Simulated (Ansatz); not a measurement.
KI:
```cif
data_I4K4
_chemical_formula_sum 'K4 I4'
_space_group_name_H-M_alt 'Fm-3m'
_space_group_IT_number 225
_space_group_name_Hall '-F 4 2 3'
_cell_length_a 7.09175
_cell_length_b 7.09175
_cell_length_c 7.09175
_cell_angle_alpha 90.000
_cell_angle_beta 90.000
_cell_angle_gamma 90.000
loop_
_atom_site_label
_atom_site_type_symbol
_atom_site_symmetry_multiplicity
_atom_site_Wyckoff_symbol
_atom_site_fract_x
_atom_site_fract_y
_atom_site_fract_z
_atom_site_occupancy
K1 K 4 a 0.00000 0.00000 0.00000 1
I1 I 4 b 0.50000 0.50000 0.50000 1
```
(The calculation used a cell of 2 atoms; values per cell refer to that cell.)

Relaxed with r²SCAN. Independent-particle spectrum: no excitons, no local fields, no scissors shift; 0.1 eV broadening; ε₁ of the summed bands alone.

Q: Tabulate the dielectric function from plane-wave PAW r²SCAN (Ansatz code).

A: 

| E (eV) | ε₁ xx | ε₂ xx |
|---|---|---|
| 0.0 | 2.94 | 0.00 |
| 0.4 | 2.95 | 0.00 |
| 0.8 | 2.96 | 0.00 |
| 1.2 | 2.99 | 0.00 |
| 1.6 | 3.03 | 0.00 |
| 2.0 | 3.08 | 0.00 |
| 2.4 | 3.15 | 0.00 |
| 2.8 | 3.24 | 0.00 |
| 3.2 | 3.35 | 0.00 |
| 3.6 | 3.51 | 0.00 |
| 4.0 | 3.73 | 0.00 |
| 4.4 | 4.09 | 0.00 |
| 4.8 | 4.59 | 0.37 |
| 5.2 | 4.91 | 0.66 |
| 5.6 | 5.65 | 0.95 |
| 6.0 | 6.72 | 2.93 |
| 6.4 | 4.95 | 6.12 |
| 6.8 | 2.60 | 5.26 |
| 7.2 | 1.24 | 3.78 |
| 7.6 | 2.08 | 3.32 |
| 8.0 | 2.99 | 3.88 |
| 8.4 | 0.96 | 6.58 |
| 8.8 | -0.82 | 3.27 |
| 9.2 | -0.30 | 3.35 |
| 9.6 | -0.90 | 3.12 |
| 10.0 | -1.63 | 2.16 |
| 10.4 | -0.95 | 0.87 |
| 10.8 | -0.28 | 0.32 |
| 11.2 | 0.43 | 0.63 |
| 11.6 | 0.43 | 1.44 |
| 12.0 | 0.02 | 0.63 |

Q: From ε at 4.8 eV (xx: 4.59 + 0.37i), find n, k, the normal reflectivity and the absorption coefficient.

A: n = 2.14, k = 0.086, R = 13 %, α = 2kE/ħc = 42000 cm⁻¹.

With all bands, ε∞ without local fields is 2.99. DFPT, with local fields, gives 2.73.

The r²SCAN relaxation kept the symmetry of its start; of distortions, only those at the zone centre were tested. Scalar-relativistic: spin–orbit coupling is off unless named, which matters more the heavier the elements.

Potentials: the later of the program's two PAW sets.
